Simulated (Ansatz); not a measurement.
FeBiO₃:
```xyz
10
Lattice="2.7877 1.6095 4.6658 -2.7877 1.6095 4.6658 0.0000 -3.2189 4.6658" Properties=species:S:1:pos:R:3 pbc="T T T"
Fe     0.0000     0.0000     0.2955
Fe     0.0000     0.0000     7.2942
Bi     0.0000     0.0000    10.3362
Bi     0.0000     0.0000     3.3375
O     -1.3210    -0.7627     8.7571
O      0.0000     1.5254     8.7571
O      1.3210    -0.7627     8.7571
O      1.4667     0.8468     6.4242
O      0.0000    -1.6936     6.4242
O     -1.4667     0.8468     6.4242
```
The run is spin-polarised.

This is the PBEsol-relaxed structure.

Question: All from plane-wave PAW PBEsol (Ansatz code), unless another level is named. Predict the magnetic order.

Answer: antiferromagnetic.

Question: And the Born charges (a third of the trace)?

Answer: Fe +3.99, Bi +4.32, O -2.77 e.

Question: And the electronic dielectric constant ε∞ (DFPT)?

Answer: 13.0 (xx = yy), 10.5 (zz).

Space group R3m. The first step of the workflow began from a Materials Project structure, measured or hypothetical; the Crystallography Open Database copy checked does not list it. It is not the phase usual at ambient conditions (space group No. 161). The cell was relaxed with PBEsol under the symmetry of its start, as lowered by the spin order. At this level the phase is dynamically unstable (imaginary phonons). Magnetic state: antiferromagnetic, chosen from 5 collinear starts compared on coarse meshes (ties went to the first, and starts can fall back to one state), not a proven ground state. No Hubbard U is applied. Scalar-relativistic: spin–orbit coupling is off unless named, which matters more the heavier the elements.

Potentials: the earlier of the program's two PAW sets. The files were generated under PBE; for other functionals the program regenerates the frozen cores, and for LDA and PBEsol the local potential too.
